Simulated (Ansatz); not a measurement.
BiB:
```
CELL_PARAMETERS angstrom
      0.00000     2.63842     2.63842
      2.63842     0.00000     2.63842
      2.63842     2.63842     0.00000
ATOMIC_POSITIONS crystal
  Bi 0.00000 0.00000 0.00000
  B  0.50000 0.50000 0.50000
```

Relaxed with PBE. Special points in fractions of this cell's reciprocal vectors: Γ (0.000, 0.000, 0.000); X (0.500, 0.000, 0.500); U (0.625, 0.250, 0.625); K (0.375, 0.375, 0.750); L (0.500, 0.500, 0.500); W (0.500, 0.250, 0.750).

Task: List the band energies nearest the Fermi level at these points for DFT-PBE in the program Ansatz with PAW potentials.

Result: In eV from the Fermi level; about four levels below and three above (degenerate sets whole), none deeper than 8.9 eV; points with the same levels are listed once.

| k | below | above |
|---|---|---|
| Γ | -0.04 -0.04 -0.04 | 0.03 6.57 6.57 6.57 |
| X | -6.05 -4.04 -2.82 -2.82 | 4.07 8.41 8.41 |
| U | -6.49 -5.38 -2.01 -0.82 | 5.70 6.43 8.08 |
| L | -8.25 | 1.07 1.07 1.90 1.90 |
| W | -6.17 -4.77 -4.77 | 2.08 3.71 7.14 7.14 |

Space group Fm-3m (rock salt). A made-up cell: these elements were put on the sites of a structure type; neither database checked (COD, Materials Project) lists it. Its standing as an ambient phase is unchecked. The cell was relaxed with PBE under the symmetry of its start; whether a distortion lowers the energy is not shown. Spin–orbit coupling is left out wherever it is not named.

Potentials: the later of the program's two PAW sets.
